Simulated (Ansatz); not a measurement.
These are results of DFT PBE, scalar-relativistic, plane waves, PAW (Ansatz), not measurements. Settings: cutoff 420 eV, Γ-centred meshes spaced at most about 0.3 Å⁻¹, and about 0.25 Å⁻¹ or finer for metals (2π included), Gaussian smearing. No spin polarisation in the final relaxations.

These are static total energies at zero pressure.

Two relaxed structures of AlIn3As4:

A. Space group P-4m2 (No. 115), tetragonal, a = 4.286 Å, c = 12.159 Å. Al has 4 As at 2.52 Å; In on a site of symmetry -4m2 is surrounded by 4 As at 2.66 Å; In on a site of symmetry 2mm is surrounded by 4 As at 2.66–2.67 Å; around As on its first site lie 4 In at 2.66 Å; As on its second site is surrounded by 2 Al at 2.52 Å and 2 In at 2.67 Å.

B. Space group I-42m (No. 121), tetragonal, a = 6.064 Å, c = 12.119 Å. Al is surrounded by 4 As at 2.49 Å; around In on a site of symmetry -4 lie 4 As at 2.67 Å; around In on a site of symmetry -42m lie 4 As at 2.68 Å; around As lie 1 Al at 2.49 Å and 3 In at 2.67–2.68 Å.

Question: Which placement of the atoms is lower in energy, and by how much?

Answer: B is lower, by 8 meV/atom. The two share one framework of sites and differ in which element sits where. A has Al and In ordered on zinc blende sites, space group P-4m2 (No. 115), 27.9 Å³/atom and no gap on its mesh; B has Al and In ordered on zinc blende sites, space group I-42m (No. 121), 27.9 Å³/atom and no gap. Counting As atoms around Al and In (those within 1.25 times the shortest such distance or 1.15 times the sum of covalent radii, 1.27 where that leaves under three), A and B both have Al 4, In 4. Both come from invented guesses.

The zero gap of P-4m2, I-42m may come from the functional, which often closes small gaps. Cells relaxed within their symmetry can be saddle points.
